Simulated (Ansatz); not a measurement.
All-electron LAPW in Ansatz 0.2.0 under PBEsol, scalar-relativistic, energies extrapolated to zero smearing. Slabs are 1×1 cells cut from bulk crystals relaxed on PAW files, with atoms then relaxed, 16 to 20 Å of vacuum, a dipole correction, k spacings of 0.16 to 0.26 Å⁻¹ and smearing of 0.02 to 0.1 eV, without spin–orbit coupling or spin polarisation. The bulk type named needn't be the stable one, and no reconstruction is allowed.

```csv
slab,area (Å²),γ (J/m²),Φ (eV),Δd12 (%)
"fcc Ag (110), 5 layers",11.62,1.19,4.34,-7.9
"fcc Ag (100), 1 layer",8.22,?,?,–
"fcc Ag (110), 4 layers",11.62,1.20,4.26,-11.4
"fcc Ag (111), 5 layers",7.12,1.01,4.58,-0.3
```

**Question.** Fill in "γ (J/m²)" for the row "fcc Ag (100), 1 layer".

**Answer.** 1.08.

**Question.** Fill in "Φ (eV)" for the row "fcc Ag (100), 1 layer".

**Answer.** 4.97.
